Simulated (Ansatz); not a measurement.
MgTe:
```yaml
crystal:
  lattice:
    - [0.00000, 3.21948, 3.21948]
    - [3.21948, 0.00000, 3.21948]
    - [3.21948, 3.21948, 0.00000]
  atoms:
    - { symbol: Mg, position: [0.00000, 0.00000, 0.00000] }
    - { symbol: Te, position: [0.25000, 0.25000, 0.25000] }
```

DFT-PBEsol in the program Ansatz with PAW potentials gives a gap of 2.35 eV without spin–orbit coupling, maximum at Γ, minimum at Γ.

Question: What happens when spin–orbit coupling is switched on?

Answer: The gap drops by 0.27 eV, to 2.08 eV; maximum at Γ, minimum at Γ.

Question: How large is the spin–orbit splitting of the valence top at Γ?

Answer: The fourfold level lies 0.86 eV above the split-off pair.

Question: Give the electron effective mass with spin–orbit coupling.

Answer: 0.16 mₑ (isotropic).

Question: Give the hole effective mass with spin–orbit coupling, band 1 of 2 at the edge.

Answer: 0.81 along [100], 1.5 along [110], 2.0 along [111] (mₑ).

Question: Give the hole effective mass with spin–orbit coupling, band 2 of 2 at the edge.

Answer: 0.22 along [100], 0.20 along [110], 0.19 along [111] (mₑ).

Space group F-43m (zinc blende). The cell was relaxed with PBEsol under the symmetry of its start.

Potentials: the later of the program's two PAW sets.
